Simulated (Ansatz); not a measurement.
**Trial inputs on GaGe**

All trials start from this Ansatz input:

```yaml
crystal:
  lattice:
    - [0.0, 2.897844, 2.897844]
    - [2.897844, 0.0, 2.897844]
    - [2.897844, 2.897844, 0.0]
  atoms:
    - { symbol: Ga, position: [0.75, 0.75, 0.75] }
    - { symbol: Ge, position: [0.0, 0.0, 0.0] }
basis:
  ecutwfc: 420
kpoints:
  mp_grid: { grid: [4, 4, 4] }
hamiltonian:
  xc: pbe
scf:
  occupations: { method: gaussian, width: 0.1 }
output:
  forces: true
  stress: true
  eigenvalues: true
```

Command:

```bash
ansatz run input.yaml --threads 1 --pin off --max-ram 1331MiB --backend cpu --events-out ev --progress --plain --runs-dir out
```

The run converges in 7 SCF iterations on 8 irreducible k-points: pressure -0.39 GPa, no gap.

Settings here are deliberately varied, not converged. Each trial's input is given as a difference from the reference's; energies are extrapolated to zero smearing where there is one, and pressure is positive in compression. Charged cells sit in a uniform background, and their pressures hang on that convention.

Problem. Trial 1:

```diff
 kpoints:
-  mp_grid: { grid: [4, 4, 4] }
+  mp_grid: { grid: [2, 2, 2], shift: [0.57, 0.2, 0.44] }
 scf:
-  occupations: { method: gaussian, width: 0.1 }
+  occupations: { method: methfessel_paxton }
+  n_extra_bands: 3
```

What does the program give?

Solution. The run converges in 9 SCF iterations on 8 irreducible k-points: energy 126 meV per atom below the reference, pressure -0.25 GPa, largest force 0.738 eV/Å, no gap. It warns that the mesh lowers the symmetry.

Problem. Trial 2:

```diff
 kpoints:
-  mp_grid: { grid: [4, 4, 4] }
+  mp_grid: { grid: [1, 1, 1] }
+  band_path: { path: [[0, 0, 0], [0.5, 0, 0], [0.5, 0.5, 0.5]], npoints: 4 }
 scf:
-  occupations: { method: gaussian, width: 0.1 }
+  occupations: { method: gaussian }
```

What does the program give?

Solution. The run converges in 11 SCF iterations on 1 irreducible k-point: energy 8.69 eV per atom above the reference, pressure 37.71 GPa, no gap.

Problem. Trial 3:

```diff
 kpoints:
-  mp_grid: { grid: [4, 4, 4] }
+  mp_grid: { grid: [2, 2, 4] }
 scf:
+  eigensolver: { mixed_precision: false }
+  max_iter: 58
 output:
+  dos: {}
```

What happens?

Solution. The run converges in 9 SCF iterations on 6 irreducible k-points: energy 427 meV per atom above the reference, pressure 0.63 GPa, largest force 0.494 eV/Å, no gap. It warns that the mesh lowers the symmetry.

Problem. Trial 4:

```diff
 hamiltonian:
-  xc: pbe
+  xc: pbesol
+  hubbard: { sites: [{ species: Ga, l: d, u_eff: 4.0 }] }
 scf:
+  lower_state_search: "off"
+  max_iter: 30
+  convergence: { dr2_threshold: "1e-4 eV" }
```

What does the program give?

Solution. The run converges in 7 SCF iterations on 8 irreducible k-points: pressure -2.81 GPa, no gap. It warns that the count of filled bands differs between k-points; that the SCF threshold is loose for the forces; that the SCF threshold is loose for the stress. Under a U the state reached may not be the lowest.

Problem. Trial 5:

```diff
 scf:
+  n_extra_bands: 30
```

How does this run end?

Solution. The run converges in 7 SCF iterations on 8 irreducible k-points: the reference's energy to 0.01 meV per atom, pressure -0.39 GPa, no gap.

Problem. Trial 6:

```diff
 kpoints:
-  mp_grid: { grid: [4, 4, 4] }
+  mp_grid: { grid: [1, 1, 1], shift: [0.53, 0.17, 0.51] }
```

How does this run end?

Solution. The run converges in 12 SCF iterations on 1 irreducible k-point: energy 854 meV per atom below the reference, pressure -3.45 GPa, largest force 1.974 eV/Å, no gap.

Problem. Trial 7:

```diff
 kpoints:
-  mp_grid: { grid: [4, 4, 4] }
+  mp_grid: { kspacing: 0.88 }
 hamiltonian:
+  hubbard: { sites: [{ species: Ga, l: d, u_eff: 1.4 }] }
```

What happens?

Solution. The run converges in 7 SCF iterations on 4 irreducible k-points: pressure 0.03 GPa, no gap. It warns that the count of filled bands differs between k-points.

Problem. Trial 8 (volume scaled far):

```diff
 crystal:
   lattice:
-    - [0.0, 2.897844, 2.897844]
-    - [2.897844, 0.0, 2.897844]
-    - [2.897844, 2.897844, 0.0]
+    - [0.0, 1.8255273275, 1.8255273275]
+    - [1.8255273275, 0.0, 1.8255273275]
+    - [1.8255273275, 1.8255273275, 0.0]
 scf:
-  occupations: { method: gaussian, width: 0.1 }
+  occupations: { method: tetrahedron }
+  max_iter: 85
 output:
+  efg: {}
```

How does this run end?

Solution. The run converges in 8 SCF iterations on 8 irreducible k-points: energy 23.75 eV per atom above the reference, pressure 1432 GPa, no gap. It warns that the printed bands weren't solved further after the SCF; that forces and stress under tetrahedra may miss the energy's slope.

Problem. Trial 9:

```diff
 basis:
+  ecutrho_ratio: 3
 scf:
-  occupations: { method: gaussian, width: 0.1 }
+  occupations: { method: gaussian, width: 0.16 }
+  mixing:
+    algorithm: anderson
+    beta: 0.041
+    preconditioner: kerker
+    q_tf: 0.39
+  max_iter: 84
```

What does the program give?

Solution. The run converges in 9 SCF iterations on 8 irreducible k-points: energy 2.07 meV per atom below the reference, pressure -0.36 GPa, no gap. It warns that the density cutoff lies under the recommended one.

Problem. Trial 10:

```diff
+total_charge: 0.1
 basis:
+  ecutrho_ratio: 3
 hamiltonian:
+  hubbard:
+    sites: [{ species: Ga, l: d, u: 6.2, j: 0.76 }]
+    projectors: atomic
 scf:
+  n_extra_bands: 5
```

What does the program give?

Solution. The run converges in 7 SCF iterations on 8 irreducible k-points: pressure 0.34 GPa (with the neutralising background of the charged cell), no gap. It warns that the density cutoff lies under the recommended one; that the count of filled bands differs between k-points.

Problem. Trial 11:

```diff
 kpoints:
-  mp_grid: { grid: [4, 4, 4] }
+  mp_grid: { grid: [1, 1, 1], shift: [0, 0, 0.5] }
 hamiltonian:
-  xc: pbe
+  xc: pbesol
 output:
+  dos: { projected: true }
```

What does the program give?

Solution. The run converges in 11 SCF iterations on 1 irreducible k-point: pressure 2.55 GPa, largest force 3.213 eV/Å, no gap.

Problem. Trial 12:

```diff
 crystal:
   lattice:
-    - [0.0, 2.897844, 2.897844]
-    - [2.897844, 0.0, 2.897844]
-    - [2.897844, 2.897844, 0.0]
+    - [0.0, 2.8576862032, 2.8576862032]
+    - [2.8576862032, 0.0, 2.8576862032]
+    - [2.8576862032, 2.8576862032, 0.0]
+total_charge: -0.5
-basis:
-  ecutwfc: 420
+basis: {}
 kpoints:
-  mp_grid: { grid: [4, 4, 4] }
+  mp_grid: { grid: [1, 1, 1] }
 scf:
-  occupations: { method: gaussian, width: 0.1 }
+  occupations: { method: fermi_dirac, width: 0.11 }
+  mixing: { ndim: 0 }
+  initial_density: { chi_scale: 0, normalization: atom }
+  algorithm: direct_min
+  max_iter: 99
 output:
-  forces: true
+  forces: false
+magnetization:
+  spin_polarized: true
```

How does this run end?

Solution. The program refuses the input:

```text
Error: invalid value for `scf.mixing.ndim`: must be ≥ 1; got 0
```

Next try, with these keys changed back:

```diff
 scf:
-  mixing: { ndim: 0 }
-  initial_density: { chi_scale: 0, normalization: atom }
```

The run converges in 12 SCF iterations on 1 irreducible k-point: pressure 46.88 GPa (with the neutralising background of the charged cell), no gap, cell moment -0.57 μB (the reference has none, and so few k-points can make one). It warns that no starting moments were given; that the state wasn't tested for a lower one.